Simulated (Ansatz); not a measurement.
One crystal and one scan (energy against volume) at two levels, PBE (plane waves to 420 eV, PAW, scalar-relativistic; Ansatz, a first-principles code) and PBEsol (plane waves to 420 eV, PAW, scalar-relativistic; Ansatz), each from its own relaxed cell and on its own mesh.

The crystal is LaHg (CsCl type); the cell is scaled evenly about its relaxed volume V₀.

The energy includes the smearing's −TS. LaHg is run without spin polarisation. LaHg was relaxed with its symmetry unable to fall. Spin-orbit coupling is left out, though Hg is heavy. Both scans cover V/V₀ from 0.900 to 1.100.

| quantity | run 1 | run 2 |
|---|---|---|
| Lattice constant a (Å) | 3.837 | 3.915 |
| Pressure at the smallest volume (GPa) | 7.7 | 6.6 |
| Energy cost of the largest compression (meV/atom) | 62 | 56 |
| Energy cost of the largest expansion (meV/atom) | 43 | 39 |
| Bulk modulus B₀ (third-order Birch-Murnaghan fit) (GPa) | 57.6 | 49.5 |
| Pressure for 5 % compression (fit) (GPa) | 3.3 | 2.8 |

Task: Which run is which level?

Result: Run 2 is PBE, run 1 is PBEsol. PBE gives the higher value for: lattice constant a. PBE gives the lower value for: pressure at the smallest volume; energy cost of the largest compression; energy cost of the largest expansion; bulk modulus B₀; pressure for 5 % compression.

(Under strain, the slope of the energy per volume gives the stress and its curvature an elastic modulus.)
